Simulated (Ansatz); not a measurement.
## Two-dimensional strain map in Si

Computed with DFT LDA, scalar-relativistic, plane waves, PAW (Ansatz 0.2.0). Cutoff 420 eV, Γ-centred 24×24×24 k-points, Gaussian smearing of 0.15 eV. No spin polarisation. Energies are free energies at this smearing, counted from the undisturbed cell; pressure is positive in compression.

Zero of the scan (relaxed at this level; this form isn't the usual structure):

```
Si
1.0
     2.60849    0.00000    0.00000
    -1.30425    2.25902    0.00000
     0.00000    0.00000    2.47076
Si
1
Direct
  0.00000 0.00000 0.00000
```

The cell is strained by p along both x and y and by q along z, fractional coordinates fixed. Points are written (p, q).

Energy above the undisturbed cell in meV/atom (a dash: not computed):

```csv
p \ q,-0.050,-0.025,0.000,0.025,0.050
-0.050,142.3,103.1,86.9,88.9,106.1
-0.025,64.9,32.5,22.0,28.9,49.5
0.000,31.9,5.5,0.0,11.4,35.9
0.025,33.5,13.2,12.1,26.8,54.9
0.050,63.9,47.5,51.1,68.7,98.5
```

Pressure in GPa:

```csv
p \ q,-0.050,-0.025,0.000,0.025,0.050
-0.050,25.3,19.5,15.0,11.2,8.3
-0.025,15.4,10.5,6.5,3.2,0.7
0.000,7.8,3.5,0.0,-2.8,-5.0
0.025,1.9,-1.9,-4.8,-7.2,-9.1
0.050,-2.5,-5.9,-8.5,-10.4,-12.0
```